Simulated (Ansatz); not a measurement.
MoW:
```cif
data_MoW
_chemical_formula_sum 'Mo1 W1'
_space_group_name_H-M_alt 'P 1'
_space_group_IT_number 1
_cell_length_a 3.66259
_cell_length_b 3.66259
_cell_length_c 3.66259
_cell_angle_alpha 60.000
_cell_angle_beta 60.000
_cell_angle_gamma 60.000
loop_
_space_group_symop_operation_xyz
  'x, y, z'
loop_
_atom_site_label
_atom_site_type_symbol
_atom_site_fract_x
_atom_site_fract_y
_atom_site_fract_z
_atom_site_occupancy
Mo1 Mo 0.00000 0.00000 0.00000 1
W1 W 0.50000 0.50000 0.50000 1
```

This is the PBEsol-relaxed structure.

**Question.** All from plane-wave PAW PBEsol (Ansatz code), unless another level is named. Estimate the density of states at the Fermi level.

**Answer.** 1.2 states/eV per atom (mean over ±0.08 eV).

**Question.** Predict the formation energy from the elements (no fitted shifts).

**Answer.** 1.36 eV/atom.

Space group Fm-3m (rock salt). The start of the workflow was typed in or built on a structure type; neither database checked (COD, Materials Project) lists it. Whether it is the stable phase at ambient conditions was not checked. The PBEsol relaxation kept the symmetry of its start. At this level the phase is mechanically unstable. No spin polarisation was allowed. Its formation energy is positive at this level, so the cell may be metastable or incomplete. The references are the lowest solids computed at this level, not always the standard phases. Scalar-relativistic: spin–orbit coupling is off unless named, which matters more the heavier the elements.

Potentials: the later of the program's two PAW sets.
